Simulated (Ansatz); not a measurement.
The start is a relaxed Ga2O3 cell shaken by Gaussian noise of σ = 0.08 Å a coordinate. The cell and all atomic positions are relaxed at zero pressure with PBE (plane waves to 420 eV, PAW, scalar-relativistic; Ansatz, a first-principles code). The first steps use a coarse 8×8×4 k-mesh.

The start:
```
CELL_PARAMETERS angstrom
      6.22799    -1.54164     0.00000
      6.22799     1.54164     0.00000
     -1.39171     0.00000     5.71014
ATOMIC_POSITIONS crystal
  Ga 0.09764 0.08665 0.79432
  Ga 0.90256 0.92383 0.20792
  Ga 0.69613 0.63422 0.29683
  Ga 0.35130 0.33687 0.70062
  O  0.17029 0.14487 0.09863
  O  0.85477 0.82412 0.90795
  O  0.18301 0.15954 0.55880
  O  0.79983 0.82264 0.41048
  O  0.49643 0.48919 0.25801
  O  0.50945 0.49484 0.73977
```

```yaml
initial_pressure: "+4.3 GPa (positive: the cell is compressed)"
largest_initial_force: 3.64 eV/Å, on O8 (atoms numbered as listed)
relative_to_the_parent: The parent structure is recovered, C2/m (No. 12)
Shortest distances (start → end): "The closest pairs of elements (up to four, under 3.6 Å), start → end: Ga–O 1.78 → 1.86 Å; O–O 2.58 → 2.65 Å; Ga–Ga 3.08 → 3.08 Å"
band_gap_at_the_end: 2.01 eV, direct within 0.03 eV (at Γ) (no spin-orbit coupling)
optimiser_moves: 6
```

Final values are on a 11×11×6 k-mesh of the relaxed cell. No spin polarisation in the result.

The first start was generated by placing the elements on the sites of a structure type. A measured structure of Ga2O3 has the same space group, C2/m (No. 12); the sites were not compared with it.
